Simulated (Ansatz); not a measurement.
Geometry optimisation in Ansatz: input, command and trajectory.

```yaml
crystal:
  lattice:
    - [4.9959613852, 0.0, 0.0]
    - [0.0, 3.2906839171, 0.0]
    - [0.0, 0.0, 5.4429352461]
  atoms:
    - { symbol: Si, position: [0.3228711829, 0.75, 0.0847872973] }
    - { symbol: Si, position: [0.1771288171, 0.25, 0.5847872973] }
    - { symbol: Si, position: [0.8228711829, 0.75, 0.4152127027] }
    - { symbol: Si, position: [0.6771288171, 0.25, 0.9152127027] }
    - { symbol: Ni, position: [0.0090803752, 0.25, 0.1875038341] }
    - { symbol: Ni, position: [0.4909196248, 0.75, 0.6875038341] }
    - { symbol: Ni, position: [0.5090803752, 0.25, 0.3124961659] }
    - { symbol: Ni, position: [0.9909196248, 0.75, 0.8124961659] }
basis:
  ecutwfc: 500
kpoints:
  mp_grid: { grid: [8, 10, 6] }
hamiltonian:
  xc: r2scan
scf:
  occupations: { method: gaussian, width: 0.1 }
output:
  forces: true
  stress: true
  eigenvalues: true
relax:
  adjacent_minimum: "off"
  f_tol: 0.01
  max_steps: 30
  cell: { stress_tol: 0.1, fix: [volume] }
```

```bash
ansatz run input.yaml --threads 2 --pin off --max-ram 5120MiB --backend cpu --events-out ev --progress --plain --runs-dir out
```

The calculation used Ansatz, DFT r2SCAN, scalar-relativistic, plane waves, PAW.

The volume is held at 0.94 times that of the relaxed cell.

Of 5 frames 4 are shown, positions in Å and forces in eV/Å; the SCF threshold varies from step to step. Steps run on the plane waves of an earlier cell, with a Pulay correction in the pressure. The basis is chosen afresh for the last frame, the zero of the energies, and at times for earlier ones too; energy and pressure step there, also at an unchanged geometry. Spin polarisation was left out; whether the Ni atoms would carry moments isn't shown by this run.

```xyz
8
Lattice="4.9960 0.0000 0.0000 0.0000 3.2907 0.0000 0.0000 0.0000 5.4429" Properties=species:S:1:pos:R:3:forces:R:3 pbc="T T T" step=1 free_energy_over_end_meV_per_atom=0.49 pressure_GPa=13.23
Si    1.6131    2.4680    0.4615    0.0463    0.0000    0.0495
Si    0.8849    0.8227    3.1830   -0.0463    0.0000    0.0495
Si    4.1110    2.4680    2.2600    0.0463    0.0000   -0.0495
Si    3.3829    0.8227    4.9814   -0.0463    0.0000   -0.0495
Ni    0.0454    0.8227    1.0206    0.0620    0.0000   -0.0806
Ni    2.4526    2.4680    3.7420   -0.0620    0.0000   -0.0806
Ni    2.5433    0.8227    1.7009    0.0620    0.0000    0.0806
Ni    4.9506    2.4680    4.4224   -0.0620    0.0000    0.0806
8
Lattice="4.9955 0.0000 0.0000 0.0000 3.2961 0.0000 0.0000 0.0000 5.4345" Properties=species:S:1:pos:R:3:forces:R:3 pbc="T T T" step=2 free_energy_over_end_meV_per_atom=0.15 pressure_GPa=13.02
Si    1.6166    2.4721    0.4641    0.0252    0.0000    0.0372
Si    0.8812    0.8240    3.1814   -0.0252    0.0000    0.0372
Si    4.1143    2.4721    2.2532    0.0252    0.0000   -0.0372
Si    3.3790    0.8240    4.9704   -0.0252    0.0000   -0.0372
Ni    0.0487    0.8240    1.0147    0.0311    0.0000   -0.0344
Ni    2.4490    2.4721    3.7320   -0.0311    0.0000   -0.0344
Ni    2.5465    0.8240    1.7025    0.0311    0.0000    0.0344
Ni    4.9468    2.4721    4.4198   -0.0311    0.0000    0.0344
8
Lattice="4.9949 0.0000 0.0000 0.0000 3.3039 0.0000 0.0000 0.0000 5.4224" Properties=species:S:1:pos:R:3:forces:R:3 pbc="T T T" step=3 free_energy_over_end_meV_per_atom=0.00 pressure_GPa=12.78
Si    1.6203    2.4779    0.4686    0.0005    0.0000    0.0102
Si    0.8772    0.8260    3.1798   -0.0005    0.0000    0.0102
Si    4.1177    2.4779    2.2426    0.0005    0.0000   -0.0102
Si    3.3746    0.8260    4.9538   -0.0005    0.0000   -0.0102
Ni    0.0524    0.8260    1.0082   -0.0022    0.0000    0.0061
Ni    2.4451    2.4779    3.7194    0.0022    0.0000    0.0061
Ni    2.5498    0.8260    1.7030   -0.0022    0.0000   -0.0061
Ni    4.9425    2.4779    4.4142    0.0022    0.0000   -0.0061
8
Lattice="4.9920 0.0000 0.0000 0.0000 3.3063 0.0000 0.0000 0.0000 5.4216" Properties=species:S:1:pos:R:3:forces:R:3 pbc="T T T" step=5 free_energy_over_end_meV_per_atom=0.00 pressure_GPa=12.76
Si    1.6195    2.4797    0.4705   -0.0029    0.0000   -0.0031
Si    0.8764    0.8266    3.1813    0.0029    0.0000   -0.0031
Si    4.1155    2.4797    2.2403   -0.0029    0.0000    0.0031
Si    3.3724    0.8266    4.9511    0.0029    0.0000    0.0031
Ni    0.0518    0.8266    1.0081    0.0052    0.0000    0.0036
Ni    2.4442    2.4797    3.7189   -0.0052    0.0000    0.0036
Ni    2.5478    0.8266    1.7027    0.0052    0.0000   -0.0036
Ni    4.9402    2.4797    4.4135   -0.0052    0.0000   -0.0036
```

Time: 5.8 min on 2 threads of Intel(R) Xeon(R) Processor @ 2.50GHz (Skylake/Cascade Lake), with other jobs on the host, peak memory 0.93 GiB.